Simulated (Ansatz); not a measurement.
TiSi:
```
TiSi
1.0
    3.07856     0.00000     0.00000
    0.00000     3.07856     0.00000
    0.00000     0.00000     3.07856
Ti Si
1 1
Direct
  0.00000   0.00000   0.00000
  0.50000   0.50000   0.50000
```

Relaxed with PBEsol. Special points in fractions of this cell's reciprocal vectors: Γ (0.000, 0.000, 0.000); X (0.000, 0.500, 0.000); M (0.500, 0.500, 0.000); R (0.500, 0.500, 0.500).

Question: List the band energies nearest the Fermi level at these points for PBEsol (plane waves, PAW; program Ansatz).

Answer: In eV from the Fermi level; about four levels below and three above (degenerate sets whole), none deeper than 8.9 eV; points with the same levels are listed once.

```tsv
k	below	above
Γ	-1.64 -1.64	2.10 2.10 2.10
X	-6.35 -0.53 -0.38 -0.38	2.38 3.37 6.04
M	-7.52 -3.48 -3.48 -1.59	0.77 0.77 3.26
R	-4.39 -4.39 -4.39 -3.42	2.99 2.99 2.99
```

Space group Pm-3m (CsCl type). A made-up cell: these elements were put on the sites of a structure type; neither database checked (COD, Materials Project) lists it. COD files the formula under space group No. 25, so this cell is another polymorph or a model. Whether it is the stable phase at ambient conditions was not checked. The cell was relaxed with PBEsol under the symmetry of its start. At this level the phase is mechanically unstable. No spin polarisation was allowed.

Potentials: the later of the program's two PAW sets.
